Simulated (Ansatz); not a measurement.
A geometry of Cu$_{2}$O away from equilibrium: step 2 of the relaxation of a relaxed Cu2O cell, doubled along one cell vector, shaken by Gaussian noise of σ = 0.08 Å a coordinate. These are r2SCAN (plane waves to 500 eV, PAW, scalar-relativistic; Ansatz, a program for electronic structure) values and carry that method's errors. Γ-centred k-mesh 3×6×6 on the run's cell (coarser than for final values), Fermi–Dirac smearing 0.05 eV.

```yaml
crystal:
  lattice:
    - [8.49745, 0.00487, -0.00216]
    - [0.00244, 4.24308, 0.00297]
    - [-0.00108, 0.00297, 4.23615]
  atoms:
    - { symbol: Cu, position: [0.37441, 0.73436, 0.75432] }
    - { symbol: Cu, position: [0.87117, 0.74854, 0.73060] }
    - { symbol: Cu, position: [0.36896, 0.26634, 0.25430] }
    - { symbol: Cu, position: [0.87605, 0.26883, 0.26754] }
    - { symbol: Cu, position: [0.11936, 0.76455, 0.24227] }
    - { symbol: Cu, position: [0.61647, 0.74981, 0.27404] }
    - { symbol: Cu, position: [0.12364, 0.25210, 0.78046] }
    - { symbol: Cu, position: [0.61957, 0.21247, 0.74671] }
    - { symbol: O, position: [0.99372, 0.02697, 0.97962] }
    - { symbol: O, position: [0.49756, 0.98047, 0.03565] }
    - { symbol: O, position: [0.25374, 0.50539, 0.50253] }
    - { symbol: O, position: [0.75192, 0.48916, 0.52210] }
```

Q: What forces act on the atoms (eV/Å)?

A: 
| atom | Fx | Fy | Fz |
|---|---|---|---|
| Cu1 | 0.85 | 0.86 | 1.07 |
| Cu2 | 1.24 | 1.47 | 1.28 |
| Cu3 | 0.96 | -1.13 | -0.77 |
| Cu4 | 0.71 | -0.80 | -0.99 |
| Cu5 | 0.16 | -0.18 | 0.14 |
| Cu6 | 1.47 | -1.40 | 1.41 |
| Cu7 | 2.34 | 2.18 | -2.25 |
| Cu8 | 0.08 | 0.14 | 0.25 |
| O9 | -2.06 | -2.13 | 1.95 |
| O10 | -1.42 | 1.18 | -1.75 |
| O11 | -2.21 | 0.22 | 0.24 |
| O12 | -2.13 | -0.43 | -0.57 |

Q: What is the pressure?

A: +2.1 GPa, compression positive.

Q: How far above the relaxed end point is this geometry?

A: 0.06 eV/atom; the path ends in Pn-3m (No. 224) (AFLOW prototype A2B_cP6_224_b_a (C3, as in Cu2O)).

No spin polarisation in the result.
